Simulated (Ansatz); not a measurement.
# K: from a starting cell to a relaxed one

The start is a randomly generated symmetric cell of K (space group No. 69). A full variable-cell relaxation at zero pressure is run with PBEsol (plane waves to 420 eV, PAW, scalar-relativistic; Ansatz, a first-principles code). First-step values are on the input's coarse k-mesh.

Ansatz input (later rounds restart from its end on a renewed k-mesh):
Ansatz 0.2 input:
```yaml
crystal:
  lattice:
    - [0, 3.576881, 11.8421612]
    - [2.7273939, 0, 11.8421612]
    - [2.7273939, 3.576881, 0]
  atoms:
    - { symbol: K, position: [0, 0, 0] }
    - { symbol: K, position: [0, 0.5, 0] }
    - { symbol: K, position: [0.5, 0, 0.5] }
basis: { ecutwfc: 420, ecutrho_ratio: 4, xc_grid: 2, fft_grid_basis: typed }
kpoints: { mp_grid: { grid: [8, 8, 8] } }
hamiltonian:
  xc: pbesol
  dispersion: none
  pseudopotentials: { azcp: { folder: ./paw }, kind: paw }
scf: { occupations: { method: fermi_dirac, width: 0.05 } }
relax: { f_tol: 0.01, max_steps: 100, cell: { stress_tol: 0.02 } }
output: { forces: true, stress: true }
```

By how much does the energy per atom fall from start to end?

0.69 eV/atom.

How does the volume per atom move from start to end?

+12.9 %, from 77.02 to 86.98 Å³/atom.

What band gap does the relaxed structure have at this level?

No gap (metallic).

What does it relax into? Give the structure.


```cif
data_K12
_chemical_formula_sum 'K12'
_space_group_name_H-M_alt 'Fmmm'
_space_group_IT_number 69
_space_group_name_Hall '-F 2 2'
_cell_length_a 8.04939
_cell_length_b 8.48489
_cell_length_c 15.28288
_cell_angle_alpha 90.000
_cell_angle_beta 90.000
_cell_angle_gamma 90.000
loop_
_space_group_symop_operation_xyz
  'x, y, z'
  '-x, -y, -z'
  '-x, -y, z'
  'x, y, -z'
  'x, -y, -z'
  '-x, y, z'
  '-x, y, -z'
  'x, -y, z'
  'x, y+1/2, z+1/2'
  '-x, -y+1/2, -z+1/2'
  '-x, -y+1/2, z+1/2'
  'x, y+1/2, -z+1/2'
  'x, -y+1/2, -z+1/2'
  '-x, y+1/2, z+1/2'
  '-x, y+1/2, -z+1/2'
  'x, -y+1/2, z+1/2'
  'x+1/2, y, z+1/2'
  '-x+1/2, -y, -z+1/2'
  '-x+1/2, -y, z+1/2'
  'x+1/2, y, -z+1/2'
  'x+1/2, -y, -z+1/2'
  '-x+1/2, y, z+1/2'
  '-x+1/2, y, -z+1/2'
  'x+1/2, -y, z+1/2'
  'x+1/2, y+1/2, z'
  '-x+1/2, -y+1/2, -z'
  '-x+1/2, -y+1/2, z'
  'x+1/2, y+1/2, -z'
  'x+1/2, -y+1/2, -z'
  '-x+1/2, y+1/2, z'
  '-x+1/2, y+1/2, -z'
  'x+1/2, -y+1/2, z'
loop_
_atom_site_label
_atom_site_type_symbol
_atom_site_symmetry_multiplicity
_atom_site_Wyckoff_symbol
_atom_site_fract_x
_atom_site_fract_y
_atom_site_fract_z
_atom_site_occupancy
K1 K 4 a 0.00000 0.00000 0.00000 1
K2 K 8 c 0.00000 0.25000 0.25000 1
```
(The calculation used a cell of 3 atoms; values per cell refer to that cell.)

The space group stays Fmmm (No. 69) (the run could not lower it), with 3 atoms in the primitive cell. Final values are on a 9×9×9 k-mesh of the relaxed cell. The start holds a very short contact (K–K 2.73 Å). No spin polarisation in the result.

The run could not lower the symmetry of its start; a shaken copy of this end point relaxes with PBEsol to P-1 (No. 2) at a tolerance of 0.01 Å, Immm (No. 71) at 0.1 Å, 0.15 eV/atom lower.

The relaxed structure here is a generated cell of K: the first start was made by a random draw of sites in a space group, and the end was not matched to a known phase here, so it may be hypothetical. Known forms of K include space group No. 229.
